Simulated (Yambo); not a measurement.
Yambo input for BN (space group P6_3/mmc, No. 194) (a = b = 2.505 Å, c = 6.610 Å, α = β = 90.00°, γ = 120.00°), on PBE (pw.x of Quantum ESPRESSO, ONCV potentials, without SOC) wavefunctions on a 18×18×6 mesh:

```
optics
chi
dipoles
kernel
FFTGvecs= 40 Ry
Chimod= "HARTREE"
NGsBlkXd= 4 Ry
% QpntsRXd
 1 | 1 |
%
% BndsRnXd
 1 | 31 |
%
GrFnTpXd= "R"
% EnRngeXd
 0.0 | 20.0 | eV
%
% DmRngeXd
 0.2 | 0.2 | eV
%
CGrdSpXd= 50
ETStpsXd= 161
% LongDrXd
 1.0 | 0.0 | 0.0 |
%
% XfnQP_E
 1.513 | 1.0 | 1.0 |
%
```

First lines of the file o-*.eps_q1_inv_rpa_dyson:

```
Absorption @ Q(1):   1.00000000     0.00000000     0.00000000    [q->0 direction]
#
# [ X ] Hartree size     :   39
# [GEN] GF Energies     : Perdew, Burke & Ernzerhof(X)+Perdew, Burke & Ernzerhof(C)+ user defined corrections @E
# [GEN] Green`s Function     : Retarded
#
# [GEN] Gauge     : Length
# [GEN] [r,Vnl] included     : yes
#
#    E[1] [eV]     Im(eps)     Re(eps)     Im(eps_o)     Re(eps_o)
#
     0.000000     -0.161999E-6     4.019590     0.63067E-18     4.182965
     0.125000     0.001783     4.020145     0.001943     4.183570
     0.250000     0.003572     4.021814     0.003891     4.185388
     0.375000     0.005372     4.024600     0.005853     4.188423
     0.500000     0.007190     4.028514     0.007834     4.192687
     0.625000     0.009031     4.033568     0.009841     4.198194
     0.750000     0.010902     4.039778     0.011881     4.204960
     0.875000     0.012810     4.047165     0.013962     4.213011
     1.000000     0.014760     4.055753     0.016090     4.222371
     1.125000     0.016761     4.065572     0.018275     4.233075
     1.250000     0.018820     4.076654     0.020525     4.245160
     1.375000     0.020945     4.089039     0.022849     4.258667
     1.500000     0.023147     4.102771     0.025257     4.273648
     1.625000     0.025434     4.117899     0.027762     4.290157
     1.750000     0.027818     4.134481     0.030374     4.308257
     1.875000     0.030310     4.152578     0.033107     4.328020
     2.000000     0.032924     4.172264     0.035977     4.349524
     2.125000     0.035675     4.193616     0.038999     4.372859
     2.250000     0.038579     4.216725     0.042194     4.398125
     2.375000     0.041655     4.241692     0.045581     4.425435
     2.500000     0.044924     4.268628     0.049185     4.454914
     2.625000     0.048410     4.297660     0.053033     4.486706
     2.750000     0.052140     4.328929     0.057156     4.520968
     2.875000     0.056147     4.362597     0.061591     4.557882
     3.000000     0.060466     4.398843     0.066378     4.597652
     3.125000     0.065140     4.437873     0.071566     4.640508
     3.250000     0.070219     4.479919     0.077213     4.686713
     3.375000     0.075761     4.525247     0.083384     4.736569
     3.500000     0.081836     4.574160     0.090160     4.790420
     3.625000     0.088525     4.627009     0.097635     4.848663
     3.750000     0.095928     4.684197     0.105925     4.911758
     3.875000     0.104165     4.746195     0.115168     4.980242
     4.000000     0.113385     4.813551     0.125536     5.054741
```
(The file goes on to the top of the energy range.) Convergence of the RPA response with its 18×18×6 mesh was not tested. The scissor comes from a G0W0 run whose convergence isn't established.

Geometry relaxed with PBE+D3(BJ).
